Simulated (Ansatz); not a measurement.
Ta4C3 (R3m), a vibration from a frozen displacement

The calculation used DFT r2SCAN, scalar-relativistic, plane waves, PAW (Ansatz 0.2.0). The runs took a 500 eV cutoff, a Γ-centred 12×12×12 mesh and Gaussian smearing (0.15 eV). Spin–orbit coupling is left out, which matters for the heavy elements here. No spin polarisation. Energies are free energies at this smearing, counted from the undisturbed cell; pressure is positive in compression.

The starting cell (relaxed at this level; it needn't be the usual structure):

```
Ta C
1.0
     1.55890    0.90003   10.21859
    -1.55890    0.90003   10.21859
     0.00000   -1.80006   10.21859
Ta C
4 3
Cartesian
  0.0000 0.0000 11.4482
  0.0000 0.0000 19.1440
  0.0000 0.0000 6.4307
  0.0000 0.0000 24.3539
  0.0000 0.0000 15.4006
  0.0000 0.0000 30.5255
  0.0000 0.0000 2.5981
```

Atom 4 (Ta) is moved by x along the Cartesian unit vector (0.000, 0.000, 1.000); the cell and all other atoms stay fixed. The cell's volume is 86.02 Å³; the moved atoms weigh 180.948 u together and the others 578.877 u.

```csv
x (Å),ΔE (meV/cell),total force on the moved atoms along the move (eV/Å),pressure (GPa)
-0.2000,399.72,3.7978,1.5770
-0.1000,105.39,2.0496,0.2448
0.0000,0.00,0.0089,0.0025
0.0500,27.48,-1.1193,0.3185
0.1500,258.76,-3.5318,1.8640
```

Q: What frequency belongs to this motion?

A: The force constant is k = −dF/dx = 21.845 eV/Å², from the parabola through x = -0.1000, 0 and 0.0500. In every cell the moved atoms swing against the rest, so the mass is μ = m₁m₂/(m₁ + m₂) = 137.856 u, and ν̃ = 521.5 cm⁻¹ × √(|k|/μ) = 208 cm⁻¹. Steps this long are already anharmonic: the energies of the same points give k = 21.378 eV/Å², so the harmonic k is uncertain by that gap or more. The pattern needn't be a normal mode: ν̃² is then a weighted mean of the squared nonzero frequencies at the zone centre of this cell, so it lies between the lowest and the highest of them.

Q: How far does the harmonic law reach?

A: At x = -0.200 Å, kx²/2 = 436.90 meV against the computed 399.72 meV (-8.5 %): the well softens in this direction at large amplitude.

In a metal these slopes depend on the k mesh and the smearing.